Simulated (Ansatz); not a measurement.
SiO₂:
```
SiO2
1.0
    4.18023     0.00000     0.00000
    0.00000     4.18023     0.00000
    0.00000     0.00000     2.66159
Si O
2 4
Direct
  0.00000   0.00000   0.00000
  0.50000   0.50000   0.50000
  0.30628   0.30628   0.00000
  0.80628   0.19372   0.50000
  0.19372   0.80628   0.50000
  0.69372   0.69372   0.00000
```

Relaxed with HSE06.

Question: Give the Bader charges and basin volumes of the independent atoms, HSE06 in the plane-wave PAW code Ansatz.

Answer: 

```tsv
atom	Bader charge (e)	Bader volume (Å³)
Si1	+3.34	2.5
O3	-1.67	10.4
```

Space group P4_2/mnm (rutile). This is a known high-pressure phase of the composition, computed here at zero pressure and temperature. The cell was relaxed with HSE06 under the symmetry of its start; its stability against distortions is not shown here.

Potentials: the later of the program's two PAW sets.
